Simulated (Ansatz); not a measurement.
Fe (bcc (W type)), relaxed with r²SCAN+D4 (Ansatz, a quantum-chemistry and plane-wave program, plane waves, PAW): a = b = c = 2.8598 Å, α = β = γ = 90.00°.

B₀ by P(V) fit (GPa): 180
K_Hill (GPa): 176
G_Hill (GPa): 66.7
Θ_D (K): 427
spin order and moments (μB): ferromagnetic; net 2.65 per atom; largest site about 2.8

Q: The same phase is relaxed and computed with PBE in the same code. What are the cell and these values now?

A: a = b = c = 2.832 Å, α = β = γ = 90.00°.

- B₀ by P(V) fit (GPa) = 192
- K_Hill (GPa) = 193
- G_Hill (GPa) = 89.2
- Θ_D (K) = 489
- spin order and moments (μB) = ferromagnetic; net 2.17 per atom; largest site about 2.2

Spin orders computed, not proven ground states: Fe, bcc (W type) with r²SCAN+D4 ferromagnetic; Fe, bcc (W type) with PBE ferromagnetic. All cells were relaxed under the symmetry of their starts (and spin orders); stability against distortions was not tested throughout.

Potentials: the later of the program's two PAW sets.

Ansatz is a plane-wave DFT program.
